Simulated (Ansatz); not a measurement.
A geometry of Al2Cu away from equilibrium: the start of the relaxation of a relaxed Al2Cu cell with one Al and one Cu atom exchanged in a cell of 6 atoms. Computed with r2SCAN (plane waves to 500 eV, PAW, scalar-relativistic; Ansatz, a first-principles code). Γ-centred k-mesh 9×9×8 on the run's cell (coarser than for final values), Fermi–Dirac smearing 0.05 eV.

```xyz
6
Lattice="-3.0033 3.0033 2.3953 3.0033 -3.0033 2.3953 3.0033 3.0033 -2.3953" Properties=species:S:1:pos:R:3:forces:R:3 pbc="T T T" free_energy=-15423.803 pressure_GPa=4.1
Al     0.9552     3.9585     0.0000   -0.3318   -0.3843    0.0672
Cu     0.9552     2.0482     2.3953   -0.1116    0.1116    0.0000
Al     2.0482     0.9552     0.0000    0.3581   -0.3581    0.0000
Al     2.0482    -0.9552     2.3953    0.3843    0.3318   -0.0672
Al     0.0000     0.0000     1.1976   -0.2885    0.2885    0.0000
Cu     0.0000     0.0000     3.5929   -0.0105    0.0105    0.0000
```

Positions in Å, forces in eV/Å, free energy of the cell in eV (comparable only within this code, potentials and settings). Largest force: 0.51 eV/Å, on Al1, Al3, Al4 (atoms numbered as listed); the geometry lies 0.04 eV/atom above the end of its relaxation.

No spin polarisation in the result.

The run could not lose the symmetry of its start: the end is stationary, and may be a saddle point rather than a minimum.

The end of the path is a generated cell of Al2Cu: the first start was made by placing the elements on the sites of a structure type, and the end was not matched to a known phase here, so it may be hypothetical. Known forms of Al2Cu include space group No. 140.
